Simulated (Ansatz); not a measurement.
Ta2SiB2:
```yaml
crystal:
  lattice:
    - [3.13434, 0.00000, 0.00000]
    - [-1.56717, 2.71442, 0.00000]
    - [0.00000, 0.00000, 6.91540]
  atoms:
    - { symbol: Ta, position: [0.33333, 0.66667, 0.72698] }
    - { symbol: Ta, position: [0.33333, 0.66667, 0.27302] }
    - { symbol: Si, position: [0.00000, 0.00000, 0.00000] }
    - { symbol: B, position: [0.00000, 0.00000, 0.50000] }
    - { symbol: B, position: [0.66667, 0.33333, 0.50000] }
```

Relaxed with PBEsol. Special points in fractions of this cell's reciprocal vectors: Γ (0.000, 0.000, 0.000); M (0.500, 0.000, 0.000); K (0.333, 0.333, 0.000); A (0.000, 0.000, 0.500); L (0.500, 0.000, 0.500); H (0.333, 0.333, 0.500).

Q: List the band energies nearest the Fermi level at these points for DFT-PBEsol with spin–orbit coupling in the program Ansatz with PAW potentials.

A: In eV from the Fermi level; about four levels below and three above (degenerate sets whole), none deeper than 8.9 eV; points with the same levels are listed once.

```
k                    below                above
-  -----------------------  -------------------
Γ  -0.40 -0.40 -0.06 -0.06  1.78 1.78 1.90 1.90
M  -3.55 -3.55 -2.11 -2.11  0.57 0.57 1.30 1.30
K  -2.92 -2.83 -1.08 -0.90       1.18 1.19 1.49
A  -0.39 -0.39 -0.33 -0.33  0.74 0.74 1.46 1.46
L  -2.16 -2.16 -0.50 -0.50  1.20 1.20 2.69 2.69
H  -3.55 -3.40 -1.56 -1.41       1.95 1.95 3.32
```

Space group P-6m2. The start of the workflow was typed in or built on a structure type; neither database checked (COD, Materials Project) lists it. Its standing as an ambient phase is unchecked. Symmetry was held in the PBEsol relaxation; whether a distortion lowers the energy is not shown. The run is not spin-polarised.

Potentials: the earlier of the program's two PAW sets. The files were generated under PBE; for other functionals the program regenerates the frozen cores, and for LDA and PBEsol the local potential too.
